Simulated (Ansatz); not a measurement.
Polymorphs of Be, each relaxed with DFT-PBEsol in the program Ansatz with PAW potentials:

A: fcc (Cu type) (Fm-3m)
a = 3.1478 Å, b = 3.1478 Å, c = 3.1478 Å, α = 90.00°, β = 90.00°, γ = 90.00°

| atom | site | symmetry | x | y | z |
|---|---|---|---|---|---|
| Be | 4a | m-3m | 0.0000 | 0.0000 | 0.0000 |

B: bcc (W type) (Im-3m)
a = b = c = 2.4923 Å, α = β = γ = 90.00°

```
atom  site  symmetry       x       y       z
----  ----  --------  ------  ------  ------
Be      2a      m-3m  0.0000  0.0000  0.0000
```

**Question.** Rank these by energy per atom at 0 K (lowest first), as PBEsol gives it.

**Answer.** A (+0 meV/atom), B (+21 meV/atom)

Typed or built starts, not in the databases checked: A. Not the usual ambient phase: A; B. All cells were relaxed under the symmetry of their starts (and spin orders); stability against distortions was not tested throughout.

Energies hold the estimated change up to a 700 eV cutoff; steps of a few meV lie near the error of the meshes.

Potentials: the earlier of the program's two PAW sets. The files were generated under PBE; for other functionals the program regenerates the frozen cores, and for LDA and PBEsol the local potential too.
